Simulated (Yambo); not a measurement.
KBr (rock salt, space group Fm-3m, No. 225), G0W0@LDA in Yambo with this input:

```
rim_cut
gw0
dyson
el_el_corr
HF_and_locXC
ppa
em1d
RandQpts= 1000000
RandGvec= 1 Ry
EXXRLvcs= 72 Ry
VXCRLvcs= 288 Ry
Chimod= "HARTREE"
% BndsRnXp
 1 | 125 |
%
NGsBlkXp= 8 Ry
% LongDrXp
 1.0 | 1.0 | 1.0 |
%
PPAPntXp= 27.2114 eV
% GbndRnge
 1 | 125 |
%
GTermKind= "BG"
DysSolver= "n"
ExtendOut
```

On a 4×4×4 mesh, with wavefunctions cut at 72 Ry, the gap (Γ → Γ) is 7.132 eV and the valence edge shifts by -1.832 eV.

Question: What happens with this change: no random integration?

Answer: The gap falls by 0.102 eV, to 7.030 eV; the shift of the valence edge becomes -1.610 eV. Neither run is shown to be the converged limit.

Spin-orbit coupling is not included.

Geometry relaxed with LDA; primitive cell a = b = c = 4.5048 Å, α = β = γ = 60.00°.

A shift is the quasiparticle energy of the state minus its LDA energy.
